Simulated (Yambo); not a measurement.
G0W0@LDA for BaNiF$_{6}$ (space group R-3m, No. 166) in Yambo. Reference settings: 2×2×2 Γ-centred k mesh, bands 5 to 170 and a 7 Ry block in the screening, 170 bands in G with the Bruneval-Gonze terminator, plasmon pole fitted at 27.2 eV. The LDA gap F → Γ on this mesh is 1.23 eV; G0W0 gaps are taken between the same points.

The settings were changed. The gap went from 4.21 eV to 3.98 eV, and the shift of the valence edge from -1.27 eV to -1.17 eV.

What was changed between the two runs?
(A) 89 bands in W
(B) pole fitted at 10 eV
(C) 3 Ry block
(D) 116 bands in G

B, pole fitted at 10 eV. The others gave (gap, valence shift): 3 Ry block: 4.83, -1.80 eV; 116 bands in G: 4.22, -1.28 eV; 89 bands in W: 4.22, -1.23 eV.

Geometry of the Materials Project entry, not relaxed at this level; primitive cell a = b = c = 4.8211 Å, α = β = γ = 98.69°.

The structure is a Materials Project entry; no match was found in the copy of COD used, and its stability was not checked.

The runs are not spin-polarised; magnetic order was not tried.

A shift is the quasiparticle energy of the state minus its LDA energy.
